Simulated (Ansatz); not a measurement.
Al2O3:
```xyz
40
Lattice="-4.4429 4.4429 4.4429 4.4429 -4.4429 4.4429 4.4429 4.4429 -4.4429" Properties=species:S:1:pos:R:3 pbc="T T T"
Al     2.2214     2.2214     2.2214
Al    -2.2214     2.2214     2.2214
Al     2.2214     2.2214    -2.2214
Al     2.2214    -2.2214     2.2214
Al     4.1074     0.0000     2.2214
Al     0.3354     0.0000     6.6643
Al     2.2214     4.1074     0.0000
Al     6.6643     0.3354     0.0000
Al     0.0000     2.2214     4.1074
Al     0.0000     6.6643     0.3354
Al     0.3354     4.4429     2.2214
Al     4.1074     4.4429    -2.2214
Al     2.2214     0.3354     4.4429
Al    -2.2214     4.1074     4.4429
Al     4.4429     2.2214     0.3354
Al     4.4429    -2.2214     4.1074
O      3.4577     1.4191     3.4310
O      5.4280     3.0238     3.4310
O      0.9852     1.4191     5.4547
O     -0.9852     3.0238     5.4547
O      3.4310     3.4577     1.4191
O      3.4310     5.4280     3.0238
O      5.4547     0.9852     1.4191
O      5.4547    -0.9852     3.0238
O      1.4191     3.4310     3.4577
O      3.0238     3.4310     5.4280
O      1.4191     5.4547     0.9852
O      3.0238     5.4547    -0.9852
O      0.9852     3.0238     1.0119
O     -0.9852     1.4191     1.0119
O      3.4577     3.0238    -1.0119
O      5.4280     1.4191    -1.0119
O      1.0119     0.9852     3.0238
O      1.0119    -0.9852     1.4191
O     -1.0119     3.4577     3.0238
O     -1.0119     5.4280     1.4191
O      3.0238     1.0119     0.9852
O      1.4191     1.0119    -0.9852
O      3.0238    -1.0119     3.4577
O      1.4191    -1.0119     5.4280
```

Relaxed with r²SCAN. The program Ansatz at the r²SCAN level (PAW) gives a gap of 6.31 eV.

### Question
What gap does HSE06 give on the same cell (Ansatz, PAW)?

### Answer
7.32 eV, 1.01 eV more. The hybrid was solved on a coarser mesh and at special points; its gap is the smallest among all of these.

| k | v1 r²SCAN | c1 r²SCAN | v1 HSE06 | c1 HSE06 |
|---|---|---|---|---|
| Γ | -0.03 | 6.31 | -0.03 | 7.32 |
| H | -0.13 | 8.48 | [?] | [?] |
| P | -0.12 | 8.59 | [?] | [?] |
| N | -0.01 | 8.02 | [?] | [?] |

### Question
Top valence (v1) and lowest conduction level (c1) in eV from each method's valence maximum (which need not be a listed point): supply the withheld HSE06 values.

### Answer

- N, v1 HSE06: -0.01
- N, c1 HSE06: 9.08
- H, v1 HSE06: -0.13
- H, c1 HSE06: 9.55
- P, v1 HSE06: -0.12
- P, c1 HSE06: 9.67

Cost on shared cores: the r²SCAN run (SCF on a 5×5×5 mesh, then bands and DOS) about 22 core-minutes (a rough figure), the HSE06 run (SCF on 3×3×3, then a few points) around 27 core-minutes (rough); the tasks are unlike.

Space group Ia-3 (bixbyite). The cell is a constructed one: a structure type filled with these elements; the Crystallography Open Database copy checked does not list it. It is not the phase usual at ambient conditions (space group No. 167). The r²SCAN relaxation kept the symmetry of its start; of distortions, only those at the zone centre were tested.

Potentials: the later of the program's two PAW sets.
